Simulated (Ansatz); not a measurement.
## In₃O, before and after

The cell of In₃O is invented: random cell by space group and Wyckoff sites (P6/mmm, No. 191). The dimensions are guesses.

start.cif

```cif
data_structure
_symmetry_space_group_name_H-M 'P6/mmm'
_symmetry_Int_Tables_number 191
_cell_length_a 4.0836
_cell_length_b 4.0836
_cell_length_c 6.5906
_cell_angle_alpha 90.000
_cell_angle_beta 90.000
_cell_angle_gamma 120.000
_cell_volume 95.18
loop_
_atom_site_label
_atom_site_type_symbol
_atom_site_symmetry_multiplicity
_atom_site_Wyckoff_symbol
_atom_site_fract_x
_atom_site_fract_y
_atom_site_fract_z
_atom_site_occupancy
In1 In 2 c 0.33333 0.66667 0.00000 1
In2 In 1 b 0.00000 0.00000 0.50000 1
O1 O 1 a 0.00000 0.00000 0.00000 1
```

These are results of DFT PBE, scalar-relativistic, plane waves, PAW in Ansatz 0.2.0, not measurements. Cutoff 420 eV, Gaussian smearing, Γ-centred meshes. Cell and atoms relax first on a coarse mesh and then on a finer one. In between, the cell is made exact in the group found at 0.06 Å. In metals the finer mesh still leaves noise of several meV/atom or more. The steps can't lower the symmetry of their start. No spin polarisation in the relaxation; trial moments died out in a coarse test.

end.cif

```cif
data_structure
_symmetry_space_group_name_H-M 'P6/mmm'
_symmetry_Int_Tables_number 191
_cell_length_a 5.3183
_cell_length_b 5.3183
_cell_length_c 4.2734
_cell_angle_alpha 90.000
_cell_angle_beta 90.000
_cell_angle_gamma 120.000
_cell_volume 104.68
loop_
_atom_site_label
_atom_site_type_symbol
_atom_site_symmetry_multiplicity
_atom_site_Wyckoff_symbol
_atom_site_fract_x
_atom_site_fract_y
_atom_site_fract_z
_atom_site_occupancy
In1 In 2 c 0.33333 0.66667 0.00000 1
In2 In 1 b 0.00000 0.00000 0.50000 1
O1 O 1 a 0.00000 0.00000 0.00000 1
```

The symmetry stays P6/mmm (No. 191). The volume per atom grows by 10.0 %, from 23.8 to 26.2 Å³. The shortest distance goes from 2.36 Å (In–O and In–In) to 2.14 Å (In–O). The ratio c/a of the conventional cell changes by a factor of 0.50. The energy falls by about 1.2 eV/atom (the start's value is from the coarse mesh).

```json
{
 "Volume per atom": "26.17 Å³",
 "Density": "5.72 g/cm³",
 "Formation energy": "−0.10 eV/atom",
 "Gap on the 12×12×10 mesh of the 4-atom cell": "0 eV (a metal)"
}
```

The zero of energy is the elements' standard structures at the same level (O₂ as a molecule); no fitted shifts are applied. A negative formation energy is needed for stability but isn't enough: competing phases decide.

The last run used Gaussian smearing of 0.10 eV. An odd number of electrons in the primitive cell allows no gap without spin; a larger cell or a magnetic state could open one. Symmetry constrained the relaxation, so the result can be a saddle point. In all, the 3 runs took 3.1 min on 1 thread of Intel(R) Xeon(R) Processor @ 2.70GHz, on a shared host.
